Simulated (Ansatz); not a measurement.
Ge (diamond, Fd-3m) at seven volumes, PBEsol (plane waves, PAW; program Ansatz), scaled uniformly. One row is withheld.

```
V (Å³/atom)  P (GPa)
-----------  -------
20.798             ?
21.484          4.82
22.170          2.18
22.855         -0.01
23.541         -1.86
24.227         -3.42
24.912         -4.70
```

Problem. Fit the shown pressures and predict the withheld one.

Solution. P = (3/2)B₀(x^(7/2) − x^(5/2))[1 + (3/4)(B′ − 4)(x − 1)] with x = (V₀/V)^(2/3). Least squares on the six rows gives V₀ = 22.850 Å³/atom, B₀ = 67.2 GPa, B′ = 4.90. At V = 20.798, x = 1.0647 and P = 7.97 GPa. The run itself gave 7.95 GPa.

The PBEsol relaxation kept the symmetry of its start.

Potentials: the later of the program's two PAW sets.
